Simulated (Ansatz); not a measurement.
Relaxed-ion elastic tensor of Re (dhcp (α-La type), P6_3/mmc) in GPa (Voigt order), DFT-PBEsol in the program Ansatz with PAW potentials; density 21.26 g/cm³, 14.54 Å³ per atom.

```
     1    2    3    4    5    6
-  ---  ---  ---  ---  ---  ---
1  667  280  228  0.0  0.0  0.0
2  280  667  228  0.0  0.0  0.0
3  228  228  717  0.0  0.0  0.0
4  0.0  0.0  0.0  184  0.0  0.0
5  0.0  0.0  0.0  0.0  184  0.0
6  0.0  0.0  0.0  0.0  0.0  194
```

### Question
Is the crystal mechanically stable?

### Answer
Yes: the smallest eigenvalue of C is 184 GPa.

### Question
Work out the Voigt, Reuss and Hill averages.

### Answer
K_V = 391, K_R = 391, K_H = 391; G_V = 200, G_R = 198, G_H = 199 GPa.

### Question
Give Young's modulus, Poisson's ratio, Pugh's ratio and the universal anisotropy index.

### Answer
E = 9KG/(3K + G) = 511 GPa; ν = 0.28; K/G = 1.97 (ductile by the Pugh limit of 1.75); A_U = 5G_V/G_R + K_V/K_R − 6 = 0.06.

### Question
Estimate the sound speeds and the Debye temperature.

### Answer
v_l = √((K + 4G/3)/ρ) = 5560 m/s, v_t = √(G/ρ) = 3060 m/s, mean 3410 m/s; Θ = (h/k)(3n/4πV)^(1/3) v_m = 416 K.

### Question
How much does each axis shrink under pressure?

### Answer
Linear compressibilities β_i = Σ_j S_ij (j = 1 to 3): x 0.85, y 0.85, z 0.86 per TPa.

The first step of the workflow began from a Materials Project structure, measured or hypothetical. Its sites differ from those of the usual phase in this space group: another stacking or structure type. The cell was relaxed with PBEsol under the symmetry of its start; of distortions, only those at the zone centre were tested. The run is not spin-polarised. As this level gives no gap, shear constants depend on the k-mesh and smearing (Fermi–Dirac, 0.1 eV here). On the denser mesh and wider smearing of the elastic run this cell carries a stress of 0.5 GPa. Spin–orbit coupling is left out wherever it is not named.

Potentials: the later of the program's two PAW sets.
